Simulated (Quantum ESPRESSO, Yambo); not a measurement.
SrO (rock salt, space group Fm-3m, No. 225) under isotropic strain (on all lattice vectors), counted from the cell relaxed with PBEsol, atoms relaxed at each step. PBEsol (Quantum ESPRESSO, PseudoDojo norm-conserving, 84 Ry, without SOC); G0W0 in Yambo (6×6×6 Γ-centred k mesh, 77 bands and a 10 Ry block in the screening, 77 bands in G with the Bruneval-Gonze terminator, plasmon pole fitted at 27.2 eV).

```json
[
 {"strain s (%)": "-3", "PBEsol direct gap at X (eV)": "3.106", "G0W0 direct gap at X (eV)": "5.072"},
 {"strain s (%)": "-1.5", "PBEsol direct gap at X (eV)": "3.198", "G0W0 direct gap at X (eV)": "5.161"},
 {"strain s (%)": "-0.7", "PBEsol direct gap at X (eV)": "3.239", "G0W0 direct gap at X (eV)": "5.184"},
 {"strain s (%)": "0", "PBEsol direct gap at X (eV)": "3.271", "G0W0 direct gap at X (eV)": "5.210"},
 {"strain s (%)": "+1", "PBEsol direct gap at X (eV)": "?", "G0W0 direct gap at X (eV)": "?"},
 {"strain s (%)": "+2", "PBEsol direct gap at X (eV)": "3.342", "G0W0 direct gap at X (eV)": "5.295"}
]
```

**Question.** Fit a parabola in s to each column by least squares and predict the withheld row.

**Answer.** PBEsol: E = 3.271 + 0.0432 s − 0.0039 s² (largest residual 1 meV), giving 3.311 eV at s = +1; the run gave 3.310 eV, a miss of 1 meV. G0W0: E = 5.217 + 0.0417 s − 0.0018 s² (largest residual 11 meV), giving 5.257 eV at s = +1; the run gave 5.266 eV, a miss of 9 meV. The GW settings are held fixed; their convergence isn't established. The screening block changes size along the series (137 vectors at -3 %, 137 vectors at -1.5 %, 137 vectors at -0.7 %, 137 vectors at +0 %, 169 vectors at +1 %, 169 vectors at +2 %), which puts steps into the G0W0 values.
